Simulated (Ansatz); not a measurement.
IrPdN$_{2}$:
```cif
data_IrN2Pd
_chemical_formula_sum 'Ir1 Pd1 N2'
_space_group_name_H-M_alt 'P 1'
_space_group_IT_number 1
_cell_length_a 6.31635
_cell_length_b 6.31635
_cell_length_c 6.31635
_cell_angle_alpha 28.035
_cell_angle_beta 28.035
_cell_angle_gamma 28.035
loop_
_space_group_symop_operation_xyz
  'x, y, z'
loop_
_atom_site_label
_atom_site_type_symbol
_atom_site_fract_x
_atom_site_fract_y
_atom_site_fract_z
_atom_site_occupancy
Ir1 Ir 0.50000 0.50000 0.50000 1
Pd1 Pd 0.00000 0.00000 0.00000 1
N1 N 0.89039 0.89039 0.89039 1
N2 N 0.10961 0.10961 0.10961 1
```

Relaxed with PBE.

Q: Which orbitals make up the states near the Fermi level in DFT-PBE in the program Ansatz with PAW potentials?

A: Within 0.5 eV of the Fermi level: Ir 5d 41 %, N 2p 38 %, Pd 4d 14 %, outside the projected shells 5 %. Projections are on Löwdin-orthogonalised atomic valence shells; empty p or d shells of many metals are not among them.

Q: Tabulate the density of states.

A: States/eV per cell of 4 atoms, in 0.25 eV bins, energy from the Fermi level.

| E (eV) | total | N 2p | Pd 4d | Ir 5d |
|---|---|---|---|---|
| -7.85 | 1.16 | 0.60 | 0.09 | 0.37 |
| -7.60 | 1.93 | 1.01 | 0.17 | 0.61 |
| -7.35 | 2.42 | 1.29 | 0.19 | 0.81 |
| -7.10 | 1.64 | 0.88 | 0.13 | 0.54 |
| -6.85 | 2.64 | 1.31 | 0.16 | 1.06 |
| -6.60 | 3.47 | 1.79 | 0.31 | 1.23 |
| -6.35 | 4.43 | 2.21 | 0.42 | 1.67 |
| -6.10 | 4.55 | 2.25 | 0.59 | 1.60 |
| -5.85 | 1.31 | 0.67 | 0.14 | 0.43 |
| -5.60 | 1.04 | 0.59 | 0.09 | 0.25 |
| -5.35 | 2.03 | 1.16 | 0.19 | 0.50 |
| -5.10 | 2.18 | 1.23 | 0.21 | 0.57 |
| -4.85 | 1.46 | 0.86 | 0.14 | 0.36 |
| -4.60 | 2.06 | 1.08 | 0.35 | 0.50 |
| -4.35 | 3.24 | 1.33 | 1.00 | 0.66 |
| -4.10 | 2.30 | 0.95 | 0.81 | 0.45 |
| -3.85 | 3.68 | 1.50 | 1.38 | 0.64 |
| -3.60 | 2.82 | 1.14 | 1.00 | 0.55 |
| -3.35 | 3.14 | 0.90 | 1.59 | 0.53 |
| -3.10 | 2.58 | 0.62 | 1.56 | 0.32 |
| -2.85 | 3.08 | 0.64 | 2.07 | 0.27 |
| -2.60 | 2.96 | 0.42 | 2.15 | 0.33 |
| -2.35 | 3.80 | 0.50 | 2.53 | 0.66 |
| -2.10 | 5.10 | 0.54 | 3.20 | 1.19 |
| -1.85 | 7.48 | 0.53 | 5.20 | 1.55 |
| -1.60 | 3.81 | 0.46 | 2.34 | 0.89 |
| -1.35 | 4.86 | 0.88 | 2.72 | 1.10 |
| -1.10 | 5.47 | 1.60 | 2.33 | 1.31 |
| -0.85 | 4.49 | 0.84 | 1.53 | 1.86 |
| -0.60 | 3.11 | 0.66 | 0.53 | 1.69 |
| -0.35 | 2.72 | 0.79 | 0.42 | 1.30 |
| -0.10 | 2.92 | 1.11 | 0.33 | 1.26 |
| 0.15 | 3.04 | 1.23 | 0.42 | 1.17 |
| 0.40 | 3.15 | 1.36 | 0.47 | 1.08 |
| 0.65 | 2.14 | 0.94 | 0.34 | 0.68 |
| 0.90 | 0.95 | 0.32 | 0.30 | 0.17 |
| 1.15 | 1.17 | 0.34 | 0.50 | 0.12 |
| 1.40 | 0.98 | 0.32 | 0.37 | 0.15 |
| 1.65 | 0.23 | 0.08 | 0.08 | 0.04 |
| 1.90 | 0.00 | 0.00 | 0.00 | 0.00 |
| 2.15 | 0.00 | 0.00 | 0.00 | 0.00 |
| 2.40 | 0.00 | 0.00 | 0.00 | 0.00 |
| 2.65 | 0.13 | 0.02 | 0.01 | 0.05 |
| 2.90 | 0.50 | 0.08 | 0.03 | 0.19 |
| 3.15 | 0.92 | 0.19 | 0.05 | 0.33 |
| 3.40 | 1.64 | 0.40 | 0.08 | 0.52 |
| 3.65 | 1.83 | 0.46 | 0.07 | 0.54 |
| 3.90 | 1.98 | 0.65 | 0.06 | 0.68 |
| 4.15 | 2.11 | 0.85 | 0.04 | 0.84 |
| 4.40 | 3.54 | 1.55 | 0.06 | 1.48 |
| 4.65 | 2.84 | 1.30 | 0.07 | 1.08 |

Space group R-3m. The start of the workflow was typed in or built on a structure type; neither database checked (COD, Materials Project) lists it. Its standing as an ambient phase is unchecked. The PBE relaxation kept the symmetry of its start; its stability against distortions is not shown here. The workflow began spin-polarised and lost its moments. The volume moved by 15 % from the start of the relaxation. Its formation energy is positive at this level, so the cell may be metastable or incomplete. Scalar-relativistic: spin–orbit coupling is off unless named, which matters more the heavier the elements.

Potentials: the earlier of the program's two PAW sets.
